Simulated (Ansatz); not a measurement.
ZnGaNO:
```yaml
crystal:
  lattice:
    - [3.23681, 0.00000, 0.00000]
    - [-1.61840, 2.80316, 0.00000]
    - [0.00000, 0.00000, 20.72555]
  atoms:
    - { symbol: Ga, position: [0.33333, 0.66667, 0.00090] }
    - { symbol: N, position: [0.33333, 0.66667, 0.09277] }
    - { symbol: Ga, position: [0.66667, 0.33333, 0.12655] }
    - { symbol: N, position: [0.66667, 0.33333, 0.21814] }
    - { symbol: Ga, position: [0.33333, 0.66667, 0.25170] }
    - { symbol: N, position: [0.33333, 0.66667, 0.34334] }
    - { symbol: Ga, position: [0.66667, 0.33333, 0.37716] }
    - { symbol: N, position: [0.66667, 0.33333, 0.46893] }
    - { symbol: Zn, position: [0.33333, 0.66667, 0.49565] }
    - { symbol: O, position: [0.33333, 0.66667, 0.59785] }
    - { symbol: Zn, position: [0.66667, 0.33333, 0.61878] }
    - { symbol: O, position: [0.66667, 0.33333, 0.72077] }
    - { symbol: Zn, position: [0.33333, 0.66667, 0.74148] }
    - { symbol: O, position: [0.33333, 0.66667, 0.84400] }
    - { symbol: Zn, position: [0.66667, 0.33333, 0.86399] }
    - { symbol: O, position: [0.66667, 0.33333, 0.97057] }
```

Relaxed with r²SCAN.

Problem. Tabulate the valence density and the electron localisation function along the shortest Ga–N contact (1.90 Å), plane-wave PAW r²SCAN (Ansatz code).

Solution. 

```
distance from Ga (Å)  density (e/Å³)    ELF
--------------------  --------------  -----
0.19                           34.74  -0.03
0.28                           21.54   0.03
0.38                           11.35   0.02
0.47                            5.39   0.05
0.57                            2.52   0.11
0.66                            1.34   0.18
0.76                            0.92   0.26
0.85                            0.79   0.36
0.95                            0.82   0.52
1.04                            0.95   0.69
1.14                            1.17   0.81
1.23                            1.49   0.84
1.33                            1.98   0.82
1.42                            2.57   0.75
1.52                            3.10   0.59
1.61                            3.37   0.35
1.71                            3.37   0.14
```

The density is the valence pseudo-density with augmentation charge, so density and ELF within about 1 Å of a nucleus are not all-electron values.

Space group P3m1. The start of the workflow was typed in or built on a structure type; the Crystallography Open Database copy checked does not list it. Its standing as an ambient phase is unchecked. The cell was relaxed with r²SCAN under the symmetry of its start; whether a distortion lowers the energy is not shown.

Potentials: the earlier of the program's two PAW sets.
